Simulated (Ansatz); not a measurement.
Relaxing a structure of Rh

The start is a randomly generated symmetric cell of Rh (space group No. 191). The cell and all atomic positions are relaxed at zero pressure with PBEsol (plane waves to 420 eV, PAW, scalar-relativistic; Ansatz, a program for electronic structure). First-step values are on the input's coarse k-mesh.

Ansatz input (later rounds restart from its end on a renewed k-mesh):
Ansatz 0.2 input:
```yaml
crystal:
  lattice:
    - [3.9316928, 0, 0]
    - [-1.9658464, 3.4049458, 0]
    - [0, 0, 2.4244747]
  atoms:
    - { symbol: Rh, position: [0.33333333, 0.66666667, 0] }
    - { symbol: Rh, position: [0.66666667, 0.33333333, 0] }
basis: { ecutwfc: 420, ecutrho_ratio: 4, xc_grid: 2, fft_grid_basis: typed }
kpoints: { mp_grid: { grid: [10, 10, 13] } }
hamiltonian:
  xc: pbesol
  dispersion: none
  pseudopotentials: { azcp: { folder: ./paw }, kind: paw }
scf: { occupations: { method: fermi_dirac, width: 0.05 } }
relax: { f_tol: 0.01, max_steps: 100, cell: { stress_tol: 0.02 } }
output: { forces: true, stress: true }
```

```json
{
  "initial_pressure": "+33.8 GPa (positive: the cell is compressed)",
  "energy_released": "0.26 eV/atom",
  "volume_change": "+15.5 %, from 16.23 to 18.74 Å³/atom",
  "band_gap_at_the_end": "zero (metallic)",
  "optimiser_moves": "9"
}
```

The end point of the relaxation:

Space group P6/mmm (No. 191); a = b = 4.2007 Å, c = 2.4524 Å, α = β = 90.00°, γ = 120.00°

```csv
atom,site,symmetry,x,y,z
Rh,2c,-6m2,0.3333,0.6667,0.0000
```

Final values are on a 13×13×19 k-mesh of the relaxed cell. No spin polarisation in the result.

The run could not lose the symmetry of its start, so the end can be a saddle point.

All atoms sit on sites fixed by symmetry, so only the cell could relax.

The relaxed structure here is a generated cell of Rh: the first start was made by a random draw of sites in a space group, and the end was not matched to a known phase here, so it may be hypothetical. Known forms of Rh include space group No. 225.
